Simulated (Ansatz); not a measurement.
A plane-wave DFT run in Ansatz 0.2.0 (scalar-relativistic PAW potentials unless the input names others): input and command.

```yaml
crystal:
  lattice:
    - [-1.758866061, 1.758866061, 5.2072336222]
    - [1.758866061, -1.758866061, 5.2072336222]
    - [1.758866061, 1.758866061, -5.2072336222]
  atoms:
    - { symbol: "Y", position: [0.5, 0.5, 0.0] }
    - { symbol: Ni, position: [0.75, 0.25, 0.5] }
    - { symbol: Ni, position: [0.25, 0.75, 0.5] }
    - { symbol: B, position: [0.1433117776, 0.1433117776, 0.0] }
    - { symbol: B, position: [0.8566882224, 0.8566882224, 0.0] }
    - { symbol: C, position: [0.0, 0.0, 0.0] }
basis:
  ecutwfc: 500
kpoints:
  mp_grid: { grid: [14, 14, 14] }
hamiltonian:
  xc: r2scan
scf:
  occupations: { method: gaussian, width: 0.1 }
  n_extra_bands: 8
output:
  forces: true
  eigenvalues: true
  stress: true
```

```bash
ansatz run input.yaml --threads 2 --pin off --max-ram 5120MiB --backend cpu --events-out ev --progress --plain --runs-dir out
```

Abridged log:
```
Basis set: ecut = 500 eV, 1639 PW (Γ), FFT grids on a1+a3, a2+a3, a3, exchange–correlation on 108×108×180 points (64 copies of the dense FFT grid, shifted against one another)
Bands: 37, of which v1, the nominal top of the filled ones, is band 29 counted from 1 (28 counted from 0)
Symmetry: 16 space group operations
k-points: 244 of 2744
SCF iter   1: F=—  HF=-16118.347432 eV  |F-HF|=—  |Δ(HF+E_count)|=         —  Δρ=3.31e-2  dr2=6.26e-1  dr2_τ=4.49e-1  ethr=1.77e-3  ⟨swp⟩=5.5  Hψ=34799  notcnv=0  defer=177
SCF iter   2: F=—  HF=-16118.561498 eV  |F-HF|=—  |Δ(HF+E_count)|=   2.14e-1  Δρ=3.94e-2  dr2=6.36e-1  dr2_τ=7.87e-3  ethr=1.10e-3  ⟨swp⟩=3.0  Hψ=16206  notcnv=0  defer=522
SCF iter   3: F=—  HF=-16118.487043 eV  |F-HF|=—  |Δ(HF+E_count)|=   7.45e-2  Δρ=4.86e-3  dr2=2.04e-2  dr2_τ=1.50e-4  ethr=1.10e-3  ⟨swp⟩=2.2  Hψ=12409  notcnv=0  defer=522
SCF iter   4: F=—  HF=-16118.483399 eV  |F-HF|=—  |Δ(HF+E_count)|=   3.64e-3  Δρ=7.62e-3  dr2=2.27e-2  dr2_τ=3.15e-4  ethr=3.57e-5  ⟨swp⟩=2.2  Hψ=16266  notcnv=0  defer=518
SCF iter   5: F=—  HF=-16118.482870 eV  |F-HF|=—  |Δ(HF+E_count)|=   5.29e-4  Δρ=1.26e-3  dr2=1.97e-3  dr2_τ=3.34e-5  ethr=3.57e-5  ⟨swp⟩=2.0  Hψ=12208  notcnv=0  defer=518
SCF iter   6: F=—  HF=-16118.482781 eV  |F-HF|=—  |Δ(HF+E_count)|=   8.86e-5  Δρ=9.48e-4  dr2=5.77e-4  dr2_τ=2.69e-6  ethr=3.45e-6  ⟨swp⟩=2.4  Hψ=13524  notcnv=0  defer=518
SCF iter   7: F=—  HF=-16118.482766 eV  |F-HF|=—  |Δ(HF+E_count)|=   1.49e-5  Δρ=3.46e-4  dr2=6.58e-5  dr2_τ=3.76e-7  ethr=1.01e-6  ⟨swp⟩=1.3  Hψ=8609  notcnv=0  defer=518
SCF iter   8: F=—  HF=-16118.482766 eV  |F-HF|=—  |Δ(HF+E_count)|=   6.86e-7  Δρ=4.67e-5  dr2=9.88e-7  dr2_τ=2.82e-8  ethr=1.15e-7  ⟨swp⟩=2.2  Hψ=11305  notcnv=0  defer=518
SCF iter   9: F=—  HF=-16118.482766 eV  |F-HF|=—  |Δ(HF+E_count)|=   1.37e-7  Δρ=3.16e-5  dr2=4.59e-7  dr2_τ=7.05e-9  ethr=1.73e-9  ⟨swp⟩=2.0  Hψ=11890  notcnv=0  defer=518
SCF iter  10: F=-16118.482766 eV  HF=-16118.482766 eV  |F-HF|=6.83e-8  |Δ(HF+E_count)|=   2.49e-8  Δρ=1.27e-5  dr2=8.25e-8  dr2_τ=4.28e-10  ethr=1.75e-10  ⟨swp⟩=9.2  Hψ=44933  notcnv=0
SCF 1 converged in 10 iterations: F = -16118.482766 eV  dr2 = 8.25e-8
SCF converged after 10 iterations
Free energy (F): -16118.482766 eV
Harris-Foulkes:  -16118.482766 eV  (|F-HF|=6.83e-8)
Internal energy: -16118.465460 eV  (E = F + TS)
E sigma→0 (E₀):  -16118.474113 eV
Entropy (-TS):   -0.017305 eV (-2.884 meV/atom)
Fermi energy:    14.582081 eV
--- Forces (eV/Å), atoms counted from 1 ---
  atom   1  Y      0.00000000     0.00000000     0.00000000
  atom   2  Ni     0.00000000     0.00000000     0.00000000
  atom   3  Ni     0.00000000     0.00000000     0.00000000
  atom   4  B      0.00000000     0.00000000     0.00028086
  atom   5  B      0.00000000     0.00000000    -0.00028086
  atom   6  C      0.00000000     0.00000000     0.00000000
--- Stress (GPa, compression-positive) ---
       -0.005420       0.000000       0.000000
        0.000000      -0.005420       0.000000
        0.000000       0.000000      -0.019619
  P = ⅓ Tr σ = -0.0102 GPa (-0.102 kbar)
```

Apart from outputs, the input differs from a reference run on usual settings in scf.n_extra_bands: not typed → 8. The reference, at the same geometry, gave pressure -0.01 GPa, largest force 0.000 eV/Å, no gap on the mesh. This run converged in 10 SCF iterations with an energy at zero smearing within 0.01 meV/atom of the reference's, pressure -0.01 GPa, largest force 0.000 eV/Å, no gap on the mesh.

The run took 50 s on 2 threads of Arm Neoverse V1 (shared host), peak memory 0.89 GiB.